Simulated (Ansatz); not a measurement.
Squeezing NaF

```
Na F
1.0
     0.00000    2.28589    2.28589
     2.28589    0.00000    2.28589
     2.28589    2.28589    0.00000
Na F
1 1
Direct
  0.00000 0.00000 0.00000
  0.50000 0.50000 0.50000
```

The base volume is that of a database entry, so it needn't be at zero pressure; the structure needn't be the stable phase, at rest or compressed.

Its volume is scaled at fixed shape and fractional positions.

All numbers are PBE results (scalar-relativistic) from Ansatz 0.2.0, with a Γ-centred 11×11×11 k mesh, Fermi–Dirac smearing of 0.03 eV, no spin polarisation. Methods: LAPW: all electrons, basis error target 1 meV/atom; PAW: frozen-core files, cutoff 420 eV; norm-conserving: pseudopotentials, cutoff 1320 eV.

Energies are extrapolated to zero smearing and count from the unscaled cell; pressure is positive in compression; gaps take the mesh and a band path. No temperature or zero-point motion is included.

| V/V0 | V (Å³/atom) | P LAPW (GPa) | ΔE LAPW (eV/atom) | P PAW − LAPW (GPa) | ΔE PAW − LAPW (meV/atom) | gap (eV) |
| --- | --- | --- | --- | --- | --- | --- |
| 1.00 | 11.94 | 4.56 | 0.000 | -0.03 | 0.0 | 6.54 |
| 0.85 | 10.15 | 19.42 | 0.123 | -0.06 | -0.4 | ? |
| 0.75 | 8.96 | 39.1 | 0.334 | -0.10 | -1.0 | 8.51 |
| 0.40 | 4.78 | ? | 4.530 | 1.67 | 4.8 | 14.63 |

Task: What belongs in the row "0.40", column "P LAPW (GPa)"?

Result: 450.4.

Task: Give the missing entry: row "0.85", column "gap (eV)".

Result: 7.56.

Task: From the table, what is the rise of the enthalpy H = E + pV up to the last row, and how stiff is the crystal between the last two rows?

Result: ΔH = 4.530 eV + (450.4 GPa × 4.78 Å³ − 4.56 GPa × 11.94 Å³) × 0.006242 eV/(GPa·Å³) = 17.62 eV/atom, of which pV makes 74 %. The mean bulk modulus there is −ΔP/Δln V = 654 GPa.

Task: At the smallest volume, how far does norm-conserving lie from LAPW in pressure?

Result: norm-conserving: -1.17 GPa, on a LAPW pressure of 450.4 GPa.

Task: How do the Löwdin populations by LAPW change from the unscaled cell to the last row?

Result: Na 2s 1.98 → 1.92, F 2s 1.92 → 1.88, F 2p 5.83 → 5.91 electrons an atom. These are projections on the shells that the free atoms fill; 0.04 e a cell lies outside them at the start and 0.05 e at the end.
